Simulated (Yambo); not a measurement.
BN (space group P6_3/mmc, No. 194), G0W0@LDA in Yambo (6×6×2 mesh, plasmon pole; 10 Ry block, no terminator). The number N of bands in W and G is varied.

```
N   x = 1/N  gap H → Γ (eV)  shift of the valence edge (eV)
--  -------  --------------  ------------------------------
32  0.03125           5.435                          -0.243
50  0.02000           5.526                          -0.469
72  0.01389           5.628                          -0.635
94  0.01064               ?                               ?
```

Problem. Basis-set arguments suggest E = E∞ + A x. Fix A and E∞ from the two rows above the withheld one, predict the row at 94 bands, and test the form.

Solution. Gap: A = (5.628 − (5.526))/(0.01389 − 0.02000) = -16.7, E∞ = 5.860 eV, so 5.682 eV is predicted; the run gave 5.704 eV (miss 22 meV). The first two rows have slope -8.09, so the form doesn't hold yet over the whole range. Shift: A = (-0.635 − (-0.469))/(0.01389 − 0.02000) = 27.2, E∞ = -1.012 eV, so -0.723 eV is predicted; the run gave -0.743 eV (miss 20 meV). The first two rows have slope 20.1, so the form doesn't hold yet over the whole range. The other settings are held fixed.

Geometry of the Materials Project entry, not relaxed at this level; primitive cell a = b = 2.512 Å, c = 7.707 Å, α = β = 90.00°, γ = 120.00°.

A shift is the quasiparticle energy of the state minus its LDA energy.

The distance between layers or molecules is the database entry's, not relaxed here. Functionals without dispersion can leave it too large, which widens gaps and weakens the response across layers: the numbers belong to this cell.
